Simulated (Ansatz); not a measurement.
Problem. Each is relaxed and computed with plane-wave PAW PBEsol (Ansatz code). Which is the only one with a gap?
(A) SiGe, CsCl type
(B) CdSiN2, R-3m (Cd on 3a, Si on 3b, N on 6c)
(C) YSi2Pt2, I4/mmm (Y on 2a, Si on 4e, Pt on 4d)
(D) CaSi2, R-3m (Ca on 6c, Si on 6c, Si on 6c)

Solution. B, CdSiN2, R-3m (Cd on 3a, Si on 3b, N on 6c). CdSiN2: gap 1.27 eV (indirect); SiGe: metal; CaSi2: metal; YSi2Pt2: metal. Constructed cells (a structure type filled with these elements, in neither database checked): SiGe, CsCl type. Typed or built starts, not in the databases checked: CdSiN2, R-3m (Cd on 3a, Si on 3b, N on 6c). Standing as an ambient phase not checked: CaSi2, R-3m (Ca on 6c, Si on 6c, Si on 6c); YSi2Pt2, I4/mmm (Y on 2a, Si on 4e, Pt on 4d). Unstable at this level: SiGe, CsCl type. All cells were relaxed under the symmetry of their starts (and spin orders); stability against distortions was not tested throughout. Rows with no word on spin ran without spin polarisation. Scalar-relativistic: spin–orbit coupling is off unless named, which matters more the heavier the elements.

Potentials: the later of the program's two PAW sets.
